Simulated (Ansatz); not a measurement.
Si:
```
Si
1.0
    0.00000     7.31214     7.31214
    7.31214     0.00000     7.31214
    7.31214     7.31214     0.00000
Si
34
Direct
  0.50000   0.50000   0.50000
  0.75000   0.75000   0.75000
  0.39136   0.39136   0.39136
  0.42407   0.85864   0.85864
  0.39136   0.39136   0.82593
  0.85864   0.42407   0.85864
  0.82593   0.39136   0.39136
  0.85864   0.85864   0.85864
  0.39136   0.82593   0.39136
  0.85864   0.85864   0.42407
  0.36415   0.75283   0.75283
  0.11981   0.49717   0.88585
  0.75283   0.36415   0.13019
  0.49717   0.11981   0.49717
  0.13019   0.75283   0.75283
  0.49717   0.88585   0.49717
  0.75283   0.13019   0.36415
  0.88585   0.49717   0.11981
  0.75283   0.36415   0.75283
  0.88585   0.11981   0.49717
  0.13019   0.75283   0.36415
  0.49717   0.49717   0.11981
  0.75283   0.13019   0.75283
  0.49717   0.49717   0.88585
  0.36415   0.75283   0.13019
  0.11981   0.88585   0.49717
  0.75283   0.75283   0.36415
  0.49717   0.88585   0.11981
  0.36415   0.13019   0.75283
  0.11981   0.49717   0.49717
  0.75283   0.75283   0.13019
  0.88585   0.49717   0.49717
  0.13019   0.36415   0.75283
  0.49717   0.11981   0.88585
```

Relaxed with PBEsol. Special points in fractions of this cell's reciprocal vectors: Γ (0.000, 0.000, 0.000); X (0.500, 0.000, 0.500); U (0.625, 0.250, 0.625); K (0.375, 0.375, 0.750); L (0.500, 0.500, 0.500); W (0.500, 0.250, 0.750).

Q: List the band energies nearest the valence-band maximum at these points for the program Ansatz at the PBEsol level (PAW).

A: In eV from the valence-band maximum; about four levels below and three above (degenerate sets whole), none deeper than 8.9 eV; points with the same levels are listed once.

| k | below | above |
|---|---|---|
| Γ | -0.64 -0.64 -0.64 0.00 0.00 0.00 | 1.14 1.17 1.17 1.17 |
| X | -0.54 -0.54 -0.38 -0.38 | 0.44 0.44 1.03 1.03 |
| U | -0.71 -0.59 -0.53 -0.36 | 0.60 0.77 0.95 |
| L | -0.51 -0.51 -0.48 -0.48 -0.36 | 0.47 0.59 0.89 |
| W | -0.72 -0.72 -0.61 -0.61 | 0.78 0.78 1.04 1.04 |

Space group Fd-3m. The first step of the workflow began from a Materials Project structure, measured or hypothetical. Its sites differ from those of the usual phase in this space group: another stacking or structure type. The cell was relaxed with PBEsol under the symmetry of its start; whether a distortion lowers the energy is not shown.

Potentials: the later of the program's two PAW sets.
